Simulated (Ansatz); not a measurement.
Relaxed-ion elastic tensor of ZnO (wurtzite, space group No. 186) in GPa (Voigt order), plane-wave PAW LDA (Ansatz code); density 5.96 g/cm³, 11.33 Å³ per atom.

```
 221   139   124   0.0   0.0   0.0
 139   221   124   0.0   0.0   0.0
 124   124   238   0.0   0.0   0.0
 0.0   0.0   0.0  37.7   0.0   0.0
 0.0   0.0   0.0   0.0  37.7   0.0
 0.0   0.0   0.0   0.0   0.0  41.0
```

### Question
Is the crystal mechanically stable?

### Answer
Yes: the smallest eigenvalue of C is 37.7 GPa.

### Question
Work out the Voigt, Reuss and Hill averages.

### Answer
K_V = 161, K_R = 161, K_H = 161; G_V = 42.9, G_R = 41.9, G_H = 42.4 GPa.

### Question
Give Young's modulus, Poisson's ratio, Pugh's ratio and the universal anisotropy index.

### Answer
E = 9KG/(3K + G) = 117 GPa; ν = 0.38; K/G = 3.80 (ductile by the Pugh limit of 1.75); A_U = 5G_V/G_R + K_V/K_R − 6 = 0.12.

### Question
Estimate the sound speeds and the Debye temperature.

### Answer
v_l = √((K + 4G/3)/ρ) = 6040 m/s, v_t = √(G/ρ) = 2670 m/s, mean 3010 m/s; Θ = (h/k)(3n/4πV)^(1/3) v_m = 399 K.

### Question
Solve the Christoffel equation for the three sound speeds along x, y, z.

### Answer
Eigenvalues of C_ijkl n_j n_l equal ρv² (piezoelectric stiffening left out). In km/s, slowest first: x 2.52, 2.62, 6.08; y 2.52, 2.62, 6.08; z 2.52, 2.52, 6.32.

### Question
How much does each axis shrink under pressure?

### Answer
Linear compressibilities β_i = Σ_j S_ij (j = 1 to 3): x 2.1, y 2.1, z 2.0 per TPa.

Space group P6_3mc (wurtzite). Symmetry was held in the LDA relaxation; phonons on a q-mesh show no instability.

Potentials: the earlier of the program's two PAW sets.
